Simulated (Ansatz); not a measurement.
KCl (rock salt)

```yaml
crystal:
  lattice:
    - [0.00000, 3.14616, 3.14616]
    - [3.14616, 0.00000, 3.14616]
    - [3.14616, 3.14616, 0.00000]
  atoms:
    - { symbol: Cl, position: [0.00000, 0.00000, 0.00000] }
    - { symbol: K, position: [0.50000, 0.50000, 0.50000] }
```

The slice is a {100} plane (indices of the conventional cell) through the point (0.500, 0.500, 0.500) (fractional), spanned by u = [100] and v = [0 1 -1] in vectors of this cell: u (4.45 Å) and v (4.45 Å, at 90° to u). It covers one period; positions are fractions (u, v).

Method: r2SCAN (plane waves to 500 eV, PAW, scalar-relativistic; Ansatz, a quantum-chemistry and plane-wave program). k mesh 9×9×9. These are valence fields of a PAW run, semicore shells included where kept as valence: close to a nucleus they are smooth pseudo fields. KCl was relaxed with its symmetry unable to fall.

Three fields on this plane, each scaled to ten steps between its own extremes (0 low, 9 high; the total valence density on a logarithmic scale, the potential cut 8 eV below its top; x marks points blanked near nuclei; v = 0 in the bottom row):

Map A
```
|xxxxx84210001248xxxx|
|xxxxx74222222247xxxx|
|xxxx8543444443458xxx|
|xxx865556777655568xx|
|88755567999997655578|
|44445689xxxxx9865444|
|2223579xxxxxxx975322|
|012469xxxxxxxxx96421|
|002479xxxxxxxxx97420|
|002479xxxxxxxxx97420|
|002479xxxxxxxxx97420|
|012469xxxxxxxxx96421|
|2223579xxxxxxx975322|
|44445689xxxxx9865444|
|88755567999997655578|
|xxx865556777655568xx|
|xxxx8543444443458xxx|
|xxxxx74222222247xxxx|
|xxxxx84210001248xxxx|
|xxxxx84200000248xxxx|
```

Map B
```
|xxxxx61000000016xxxx|
|xxxxx30001110003xxxx|
|xxxx5000256520005xxx|
|xxx510037888730015xx|
|76300048999998400036|
|11000489xxxxx9840001|
|0000389xxxxxxx983000|
|000279xxxxxxxxx97200|
|001589xxxxxxxxx98510|
|001689xxxxxxxxx98610|
|001589xxxxxxxxx98510|
|000279xxxxxxxxx97200|
|0000389xxxxxxx983000|
|11000489xxxxx9840001|
|76300048999998400036|
|xxx510037888730015xx|
|xxxx5000256520005xxx|
|xxxxx30001110003xxxx|
|xxxxx61000000016xxxx|
|xxxxx71000000017xxxx|
```

Map C
```
|xxxxx05789998750xxxx|
|xxxxx25799999752xxxx|
|xxxx0468999998640xxx|
|xxx036789999987630xx|
|00246788765678876420|
|45567875xxxxx5787655|
|7778885xxxxxxx588877|
|889997xxxxxxxxx79998|
|999996xxxxxxxxx69999|
|999995xxxxxxxxx59999|
|999996xxxxxxxxx69999|
|889997xxxxxxxxx79998|
|7778885xxxxxxx588877|
|45567875xxxxx5787655|
|00246788765678876420|
|xxx036789999987630xx|
|xxxx0468999998640xxx|
|xxxxx25799999752xxxx|
|xxxxx05789998750xxxx|
|xxxxx04789998740xxxx|
```

**Question.** Assign the maps to these fields: electron localisation function (ELF); valence electron density; electrostatic potential energy of an electron, from the cell's mean.

**Answer.** A is the valence electron density; B is the electron localisation function (ELF); C is the electrostatic potential energy of an electron, from the cell's mean.
